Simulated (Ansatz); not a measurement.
**TiO₂: frozen-core PAW against all-electron methods**

```
CELL_PARAMETERS angstrom
-1.87357 1.87357 4.75700
1.87357 -1.87357 4.75700
1.87357 1.87357 -4.75700
ATOMIC_POSITIONS crystal
Ti 0.00000 0.00000 0.00000
Ti 0.75000 0.25000 0.50000
O 0.20660 0.20660 0.00000
O 0.95660 0.45660 0.50000
O 0.54340 0.04340 0.50000
O 0.79340 0.79340 0.00000
```

Atoms are numbered in the order listed.

Conventional cell: a = 3.747 Å, b = 3.747 Å, c = 9.514 Å, α = 90.00°, β = 90.00°, γ = 90.00°. Ti (atom 1) is surrounded by 6 O at 1.92 to 1.97 Å. Around O (atom 3) lie 3 Ti at 1.92 to 1.97 Å.

The geometry is COD entry 9009086, unchecked; take it as a test cell. The listed cell was then made from it by scaling, straining or moving an atom.

Levels of theory: DFT, LDA, PAW with Ansatz's default frozen-core files, scalar-relativistic (Ansatz 0.2.0); DFT, LDA, all-electron PAW with datasets made for the crystal, scalar-relativistic (Ansatz 0.2.0); DFT, LDA, all-electron LAPW, scalar-relativistic (Ansatz 0.2.0).

For PAW: a Γ-centred 13×13×13 k mesh, Fermi–Dirac smearing of 0.08 eV, cutoff 420 eV, no spin polarisation; the PAW files were made with PBE, and the program remakes their frozen cores for this functional. The crystal-made all-electron datasets (AE datasets) take a cutoff of 480 eV at this cell. LAPW targets a basis error of 1 meV/atom. The Ansatz runs share mesh, smearing and spin set-up. Plane-wave (PAW) pressures include the program's estimate of the Pulay term.

Stress and pressure are positive in compression.

The change that made this cell: equal xx and yy strain of -1 %.

```json
{"quantity": "pressure (GPa)", "PAW": "?", "AE datasets": "-1.45", "LAPW": "-1.45"}
{"quantity": "stress xx (GPa)", "PAW": "?", "AE datasets": "-1.88", "LAPW": "-1.89"}
{"quantity": "stress zz (GPa)", "PAW": "-0.80", "AE datasets": "-0.58", "LAPW": "-0.58"}
{"quantity": "force on O3, z (eV/Å)", "PAW": "0.098", "AE datasets": "0.105", "LAPW": "0.104"}
{"quantity": "band gap (eV)", "PAW": "2.125", "AE datasets": "2.120", "LAPW": "2.120"}
{"quantity": "field gradient Vzz at Ti1 (10²¹ V/m²)", "PAW": "0.93", "AE datasets": "0.96", "LAPW": "–"}
{"quantity": "field gradient Vzz at O3 (10²¹ V/m²)", "PAW": "?", "AE datasets": "1.30", "LAPW": "–"}
```

Problem. Give the missing entry: row "pressure (GPa)", column "PAW".

Solution. -1.70.

Problem. Give the missing entry: row "field gradient Vzz at O3 (10²¹ V/m²)", column "PAW".

Solution. 1.38.

Problem. What belongs in the row "stress xx (GPa)", column "PAW"?

Solution. -2.14.
